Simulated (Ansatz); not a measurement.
Fixed-spin-moment curve of Nb (Im-3m)

```
Nb
1.0
    -1.66395    1.66395    1.66395
     1.66395   -1.66395    1.66395
     1.66395    1.66395   -1.66395
Nb
1
Direct
  0.00000 0.00000 0.00000
```

The source of the geometry is a structure as deposited in COD (the entry's cell lengths or inner coordinates differ somewhat from later room-temperature determinations); atoms and cell stay fixed.

Common settings: PBE, 16×16×16 k mesh, Fermi–Dirac smearing of 0.05 eV. PAW means Ansatz 0.2.0 on its default frozen-core files; LAPW is all-electron LAPW in Ansatz 0.2.0. Site moments are integrated in spheres about the atoms, whose radii differ between the methods. Start moments of the first PAW run (μB): Nb 1.

The total moment M of the cell is held by giving each spin its own Fermi level. Half their difference over μB is the field that would hold M, so μB·B = dF/dM. Energies count from each method's free run. The held moment starts spread evenly over Nb.

The free PAW run: The moments died out: the run ends unmagnetised.

| M (μB/cell) | ΔF PAW (meV/cell) | ΔF LAPW (meV/cell) | B, PAW (T) | largest site moment, PAW (μB) | pressure, PAW (GPa) |
| --- | --- | --- | --- | --- | --- |
| 0.00 | 0.0 | 0.0 | – | 0.00 | -2.8 |
| 0.20 | +6.5 | +6.4 | +1140 | 0.14 | -2.7 |
| 0.40 | +26.4 | +26.4 | +2344 | 0.27 | -2.0 |
| 0.60 | +64.1 | +64.0 | +5235 | 0.40 | -1.0 |
| 0.90 | +189.7 | +189.6 | +9230 | 0.59 | ? |
| 1.20 | +401.7 | – | ? | 0.80 | 3.7 |
| 1.60 | +796.3 | – | +18961 | 1.09 | 9.1 |

Fill in "B, PAW (T)" for the row "1.20".

+14704.

Fill in "pressure, PAW (GPa)" for the row "0.90".

0.9.

The unpolarised density of states at the Fermi level, averaged over the smearing, is 1.66 states/eV per cell. What Stoner enhancement follows from the smallest held moment?

S = M/(μB·B·N) = 0.20/(0.0660 eV × 1.66/eV) ≈ 1.8, so I·N/2 ≈ 0.45; the Stoner criterion for ferromagnetism asks for 1. On this mesh S is a rough figure.

Separate runs put a uniform field on the spins (g = 2):

```tsv
field (T)	M PAW (μB/cell)	M LAPW (μB/cell)
300	0.056	0.056
600	0.109	0.109
```

The Ansatz runs typed with the search for lower states off end where their start leads. These are results for the start and cell typed. The real compound can order otherwise, in a larger cell, or not at all, since semilocal functionals at zero temperature often overstate magnetism.
